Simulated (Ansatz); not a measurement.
Theory: DFT PBE, scalar-relativistic, plane waves, PAW (Ansatz 0.2.0). All cells share a 420 eV cutoff and Γ-centred k meshes spaced at most about 0.3 Å⁻¹ (about 0.25 or finer for metals, 2π included). No spin polarisation in the final relaxations.

These are static total energies at zero pressure. All come from trial cells, and lower structures may exist.

Question: Order these relaxed structures of TaTiN by energy, lowest first, with the energy over the lowest of them.
A.

```
CELL_PARAMETERS angstrom
2.82513 0.00000 0.00000
0.00000 2.82513 0.00000
0.00000 0.00000 5.85115
ATOMIC_POSITIONS crystal
Ti 0.50000 0.50000 0.50000
Ta 0.50000 0.50000 0.00000
N 0.00000 0.00000 0.50000
```

B.

```
CELL_PARAMETERS angstrom
3.89718 0.00000 0.00000
0.00000 3.89718 0.00000
0.00000 0.00000 5.72262
ATOMIC_POSITIONS crystal
Ti 0.00000 0.00000 0.75000
Ti 0.00000 0.00000 0.25000
Ta 0.50000 0.50000 0.00000
Ta 0.50000 0.50000 0.50000
N 0.50000 0.00000 0.50000
N 0.00000 0.50000 0.00000
```

C.

```
CELL_PARAMETERS angstrom
3.03833 0.00000 0.00000
0.00000 3.03833 0.00000
0.00000 0.00000 4.27036
ATOMIC_POSITIONS crystal
Ti 0.50000 0.50000 0.50000
Ta 0.00000 0.00000 0.00000
N 0.50000 0.50000 0.00000
```

Answer: C (0 meV/atom), B (557 meV/atom), A (978 meV/atom). Forms: C P4/mmm; B P4_2/mmc; A P4/mmm. Counting N atoms around Ta and Ti (those within 1.25 times the shortest such distance or 1.15 times the sum of covalent radii, 1.27 where that leaves under three; the shortest distance is added where it exceeds 1.18 times the sum of covalent radii): C has Ta 4, Ti 2; B has Ta 2, Ti 4; A has Ta 8 from 3.5 Å, Ti 4.

These runs have no spin–orbit coupling, which can matter for Ta. Cells relaxed within their symmetry can be saddle points. Some types were kept out of the candidates beforehand, so the set may lack a known form.
